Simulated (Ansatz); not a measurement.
AlAs:
```
AlAs
1.0
    0.00000     2.86418     2.86418
    2.86418     0.00000     2.86418
    2.86418     2.86418     0.00000
As Al
1 1
Direct
  0.75000   0.75000   0.75000
  0.00000   0.00000   0.00000
```

Relaxed with PBE. Special points in fractions of this cell's reciprocal vectors: Γ (0.000, 0.000, 0.000); X (0.500, 0.000, 0.500); U (0.625, 0.250, 0.625); K (0.375, 0.375, 0.750); L (0.500, 0.500, 0.500); W (0.500, 0.250, 0.750).

Problem. List the band energies nearest the valence-band maximum at these points for PBE (plane waves, PAW; program Ansatz).

Solution. In eV from the valence-band maximum; about four levels below and three above (degenerate sets whole), none deeper than 8.9 eV; points with the same levels are listed once.

```json
[
 {"k": "Γ", "below": "0.00 0.00 0.00", "above": "1.78 4.24 4.24 4.24"},
 {"k": "X", "below": "-5.30 -2.09 -2.09", "above": "1.50 2.30 10.05 10.05"},
 {"k": "U", "below": "-5.06 -3.26 -1.73", "above": "2.26 4.90 8.01"},
 {"k": "L", "below": "-5.41 -0.80 -0.80", "above": "2.02 4.66 4.66"},
 {"k": "W", "below": "-4.98 -3.04 -2.70", "above": "4.32 5.46 5.58"}
]
```

Space group F-43m (zinc blende). The PBE relaxation kept the symmetry of its start; phonons on a q-mesh show no instability. Scalar-relativistic: spin–orbit coupling is off unless named, which matters more the heavier the elements.

Potentials: the later of the program's two PAW sets.
